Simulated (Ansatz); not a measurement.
HgS:
```
HgS
1.0
    4.19044     0.00000     0.00000
   -2.09522     3.62902     0.00000
    0.00000     0.00000     6.83379
Hg S
2 2
Direct
  0.66667   0.33333   0.00091
  0.33333   0.66667   0.50091
  0.66667   0.33333   0.62429
  0.33333   0.66667   0.12429
```

Relaxed with HSE06.

Problem. Give the Bader charges and basin volumes of the independent atoms, HSE06 in the plane-wave PAW code Ansatz.

Solution. 

```tsv
atom	Bader charge (e)	Bader volume (Å³)
Hg1	+0.63	25.2
S3	-0.63	26.7
```

Space group P6_3mc (wurtzite). The cell is a constructed one: a structure type filled with these elements; the Crystallography Open Database copy checked does not list it. COD files the formula under space group No. 152, 154, 166, 216. Its standing as an ambient phase is unchecked. The HSE06 relaxation kept the symmetry of its start; whether a distortion lowers the energy is not shown. Spin–orbit coupling is left out wherever it is not named.

Potentials: the later of the program's two PAW sets.
